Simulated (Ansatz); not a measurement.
SiC:
```
SiC
1.0
    3.08495     0.00000     0.00000
   -1.54248     2.67165     0.00000
    0.00000     0.00000     7.06180
Si C
3 3
Direct
  0.00000   0.50000   0.33333
  0.50000   0.50000   0.66667
  0.50000   0.00000   0.00000
  0.00000   0.50000   0.83333
  0.50000   0.50000   0.16667
  0.50000   0.00000   0.50000
```

Relaxed with PBE. Special points in fractions of this cell's reciprocal vectors: Γ (0.000, 0.000, 0.000); M (0.500, 0.000, 0.000); K (0.333, 0.333, 0.000); A (0.000, 0.000, 0.500); L (0.500, 0.000, 0.500); H (0.333, 0.333, 0.500).

List the band energies nearest the valence-band maximum at these points for the program Ansatz at the PBE level (PAW).

In eV from the valence-band maximum; about four levels below and three above (degenerate sets whole), none deeper than 8.9 eV; points with the same levels are listed once.

```json
[
 {"k": "Γ", "below": "-0.33 -0.33 -0.18 0.00", "above": "3.37 3.37 4.17"},
 {"k": "M", "below": "-3.57 -2.87 -2.40 -2.13", "above": "0.87 1.63 2.65"},
 {"k": "K", "below": "-5.63 -5.63 -3.28 -2.31 -2.31", "above": "2.52 3.21 3.21"},
 {"k": "A", "below": "-0.98 -0.34 -0.16 -0.16", "above": "2.96 4.54 4.54"},
 {"k": "L", "below": "-3.40 -2.75 -2.48 -2.03", "above": "1.91 2.72 3.45"},
 {"k": "H", "below": "-4.90 -4.90 -3.39 -2.40", "above": "2.85 5.37 5.37"}
]
```

Space group P6_422. The start of the workflow was typed in or built on a structure type; neither database checked (COD, Materials Project) lists it. It is not the phase usual at ambient conditions (space group No. 186, 216). Symmetry was held in the PBE relaxation; whether a distortion lowers the energy is not shown. Its formation energy is positive at this level, so the cell may be metastable or incomplete.

Potentials: the later of the program's two PAW sets.
